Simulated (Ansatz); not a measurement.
A vibration from a frozen displacement in ZnAg

Level of theory: Ansatz, DFT PBEsol, scalar-relativistic, plane waves, PAW. Settings: plane waves to 420 eV, k-mesh 16×16×16 (Γ-centred), Gaussian smearing 0.15 eV. No spin polarisation. Energies are free energies at this smearing, counted from the undisturbed cell; pressure is positive in compression.

Zero of the scan (as given, not relaxed at this level; it stands at -3.9 GPa, and it needn't be the usual structure):

```xyz
2
Lattice="3.1560 0.0000 0.0000 0.0000 3.1560 0.0000 0.0000 0.0000 3.1560" Properties=species:S:1:pos:R:3 pbc="T T T"
Zn    1.5780    1.5780    1.5780
Ag    0.0000    0.0000    0.0000
```

Every Ag atom is moved by x along the Cartesian unit vector (0.000, 0.000, 1.000); the cell and all other atoms stay fixed. The cell's volume is 31.43 Å³; the moved atoms weigh 107.868 u together and the others 65.380 u. Some rows repeat others by symmetry and weren't run.

```
  x (Å)  ΔE (meV/cell) total force on the moved atoms along the move (eV/Å) pressure (GPa)
-0.5000         397.40                                                1.5589          5.6724
-0.4375         305.51                                                1.3800          3.5370
-0.3750         225.08                                                1.1924          1.6396
-0.3125         156.58                                                0.9988         -0.0014
-0.2500         100.31                                                0.8014         -1.3687
-0.1875          56.45                                                0.6018         -2.4482
-0.1250          25.10                                                0.4015         -3.2285
-0.0625           6.27                                                0.2008         -3.7007
 0.0000           0.00                                                0.0000         -3.8588
 0.0625           6.27                                               -0.2008         -3.7007
 0.1250          25.10                                               -0.4015         -3.2285
 0.1875          56.45                                               -0.6018         -2.4482
 0.2500         100.31                                               -0.8014         -1.3687
 0.3125         156.58                                               -0.9988         -0.0014
 0.3750         225.08                                               -1.1924          1.6396
 0.4375         305.51                                               -1.3800          3.5370
 0.5000         397.40                                               -1.5589          5.6724
```

What frequency belongs to this motion?

The force constant is k = −dF/dx = 3.213 eV/Å², from the parabola through x = -0.0625, 0 and 0.0625. In every cell the moved atoms swing against the rest, so the mass is μ = m₁m₂/(m₁ + m₂) = 40.707 u, and ν̃ = 521.5 cm⁻¹ × √(|k|/μ) = 146 cm⁻¹, at this cell's pressure of -3.9 GPa. To first order in x, and within 1 %, the force on every atom lies along the move and, within each of the two groups, in proportion to the atom's mass, so this is itself a mode at the zone centre of this cell.

How far does the harmonic law reach?

At x = -0.500 Å, kx²/2 = 401.60 meV against the computed 397.40 meV (-1.0 %): the well is still close to harmonic there.

The pressure changes with x². What does that say about the frequency under compression?

With E = k(V)x²/2, k ∝ V^(−2γ) and x scaling with the cell as V^(1/3), P − P0 = −∂E/∂V = (2γ − 2/3) ΔE/V. At x = 0.1250 Å, V(P − P0) = 31.43 × 0.63031 / 160.2 eV = 123.67 meV and ΔE = 25.10 meV, so γ = 1/3 + V(P − P0)/(2ΔE) = 2.80. This is the Grüneisen parameter of the motion under uniform scaling of the cell: shrinking the cell evenly by 1 % in volume raises the frequency by about 2.80 %.

In a metal these slopes depend on the k mesh and the smearing.